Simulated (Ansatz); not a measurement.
**ReF₃ in the ReO3-type structure**

The computed numbers are results of PBE+U (U_eff = 2 eV on Re 5d), scalar-relativistic (collinear spin) in the plane-wave PAW code Ansatz at 420 eV, Γ-centred 4×4×4 mesh, 0.05 eV Gaussian smearing. The datasets are Ansatz's generated set soft_2.

```yaml
crystal:
  lattice:
    - [4.10926, 0.00000, 0.00000]
    - [0.00000, 4.10926, 0.00000]
    - [0.00000, 0.00000, 4.10926]
  atoms:
    - { symbol: Re, position: [0.00000, 0.00000, 0.00000] }
    - { symbol: F, position: [0.50000, 0.00000, 0.00000] }
    - { symbol: F, position: [0.00000, 0.00000, 0.50000] }
    - { symbol: F, position: [0.00000, 0.50000, 0.00000] }
```

The start was a prototype's sites filled with these elements, not a measured cell. The ideal cubic cell shuts out tilts of the octahedra, which such structures often take.

Starting moments: Re 1.2 μB on each such atom, all parallel.

Two runs on this cell, alike but for how the open shells were started and searched, both converged. The ends of their outputs, energies left out:

Run A:

```
Magnetization: 2.0000 μB (19.0000 up, 17.0000 down)
Absolute magnetization: 2.0208 μB (∫|ρ↑−ρ↓|, with the PAW one-centre terms)
Per-site moments (μB) at R_I (Å): [(1.04739, 0.84754), (0.08808, 0.84754), (0.08808, 0.84754), (0.08808, 0.84754)]
Entropy (-TS):   -0.003335 eV (-0.834 meV/atom)
Fermi energy:    6.349237 eV
--- Stress (GPa, compression-positive) ---
       -2.069852       0.000000       0.000000
        0.000000      -2.069852       0.000000
        0.000000       0.000000      -2.069852
  P = ⅓ Tr σ = -2.0699 GPa (-20.699 kbar)
--- Löwdin populations: 4 sites ---
  site symbol       q [e]    m [muB]
     0     Re     13.4893     1.7039
     1      F      7.4641     0.0900
     2      F      7.4641     0.0900
     3      F      7.4641     0.0900
--- Occupation matrices: 1 shell (run DFT+U table (all-electron-ortho-atomic); ε = 5.22e-4) ---
  Re0 d_5D up     Tr n = 3.4113  λ = 0.218 0.218 0.992 0.992 0.992  [2× z2 0.50 (Eg 1.00) Eg(1.00) | 3× xz 0.33 (T2g 1.00) T2g(1.00)]
  Re0 d_5D dn     Tr n = 1.7167  λ = 0.204 0.204 0.436 0.436 0.436  [2× z2 0.50 (Eg 1.00) Eg(1.00) | 3× xz 0.33 (T2g 1.00) T2g(1.00)]
```

Run B:

```
Magnetization: 2.0000 μB (19.0000 up, 17.0000 down)
Absolute magnetization: 2.0400 μB (∫|ρ↑−ρ↓|, with the PAW one-centre terms)
Per-site moments (μB) at R_I (Å): [(1.06680, 0.84754), (0.06389, 0.84754), (0.06389, 0.84754), (0.06389, 0.84754)]
Entropy (-TS):   -0.000831 eV (-0.208 meV/atom)
Fermi energy:    6.142018 eV
--- Stress (GPa, compression-positive) ---
        0.177083      -0.220015      -0.220015
       -0.220015       0.177083      -0.220015
       -0.220015      -0.220015       0.177083
  P = ⅓ Tr σ = 0.1771 GPa (1.771 kbar)
--- Löwdin populations: 4 sites ---
  site symbol       q [e]    m [muB]
     0     Re     13.4274     1.7824
     1      F      7.4820     0.0636
     2      F      7.4820     0.0636
     3      F      7.4820     0.0636
--- Occupation matrices: 1 shell (run DFT+U table (all-electron-ortho-atomic); ε = 5.62e-3) ---
  Re0 d_5D up     Tr n = 3.4158  λ = 0.222 0.222 0.990 0.991 0.991  [2× z2 0.50 (Eg 1.00) Eg(1.00) | 3× xz 0.33 (T2g 1.00) T2g(1.00)]
  Re0 d_5D dn     Tr n = 1.6463  λ = 0.141 0.141 0.207 0.207 0.950  [2× xz 0.33 (T2g 0.99) T2g(0.99) | 2× z2 0.50 (Eg 0.99) Eg(0.99) | xz 0.33 (T2g 1.00) T2g(1.00)]
```

Task: Which run ended in a state above the other, and by how much?

Result: Run A, by 25 meV/atom. The Hubbard penalty (U/2) Σ λ(1 − λ), summed over the shells' natural occupations, is 1.43 eV in it and 0.99 eV in the other, beside a total difference of 0.10 eV a cell: the penalty alone would part them further, and bonding wins part of it back.

Task: How was each started, and what does that suggest?

Result: The higher one: from atoms, symmetry kept, no search for lower states. The lower one: carried from the relaxation. That state was reached by 3 of 4 converged starts: carried from the relaxation; from atoms, default search; from atoms, wider search. Convergence alone doesn't show that the lowest state was found, so several starts are run and the lowest energy is kept. Here keeping the full symmetry without a search trapped the shell.

λ are the eigenvalues of the shell's occupation matrix; the brackets give the leading real orbital and the representation of each set, with weights.

No spin–orbit coupling, a notable omission for heavy elements. The order of the orbitals lowers the symmetry, along an axis that is one of several equivalent ones. Site moments are of spin, integrated over atomic spheres. The k-mesh is coarse, so small energy differences aren't converged.

The cell was relaxed in the lower state; the higher one stands under stress here and would win part of the difference back by relaxing.
